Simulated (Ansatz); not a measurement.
# Computed properties of SrCl2

```yaml
crystal:
  lattice:
    - [0.00000, 3.52023, 3.52023]
    - [3.52023, 0.00000, 3.52023]
    - [3.52023, 3.52023, 0.00000]
  atoms:
    - { symbol: Sr, position: [0.00000, 0.00000, 0.00000] }
    - { symbol: Cl, position: [0.25000, 0.25000, 0.25000] }
    - { symbol: Cl, position: [0.75000, 0.75000, 0.75000] }
```

Atom numbers follow the list: Sr1, Cl2, Cl3.

Conventional cell: a = 7.040 Å, b = 7.040 Å, c = 7.040 Å, α = 90.00°, β = 90.00°, γ = 90.00°. Sr (atom 1) is surrounded by 8 Cl at 3.05 Å. Cl (atom 2) is surrounded by 4 Sr at 3.05 Å.

The cell was built from the fluorite type and relaxed in the same program, and has space group Fm-3m; it needn't be a known or the stable phase.

Methods: DFT, PBE, all-electron LAPW, scalar-relativistic (Ansatz 0.2.0); DFT, PBE, PAW with Ansatz's default frozen-core files, scalar-relativistic (Ansatz 0.2.0).

For LAPW: a Γ-centred 10×10×10 k mesh, Fermi–Dirac smearing of 0.08 eV, basis error target 1 meV/atom, no spin polarisation. PAW takes a cutoff of 420 eV at this cell. The Ansatz runs share mesh, smearing and spin set-up. Values come from LAPW unless marked.

```json
{
 "Volume per atom": "29.08 Å³",
 "Pressure at this cell": "0.01 GPa"
}
```

(1) Predict this quantity. Band gap.

(2) Give the computed value. Löwdin charges (with 0.19 e of the cell spilling out of the atomic basis, so their sizes and signs hang on that basis).

(3) Give the computed value. Smallest direct gap on the path.

(4) Bader charges (from the PAW run): what does the calculation give?

Answers

(1) 5.24 eV, indirect from X (0.5, 0, 0.5) to Γ.

(2) Sr1 1.64, Cl2 -0.73 e.

(3) 5.52 eV.

(4) Sr1 +1.63, Cl2 -0.81 e.
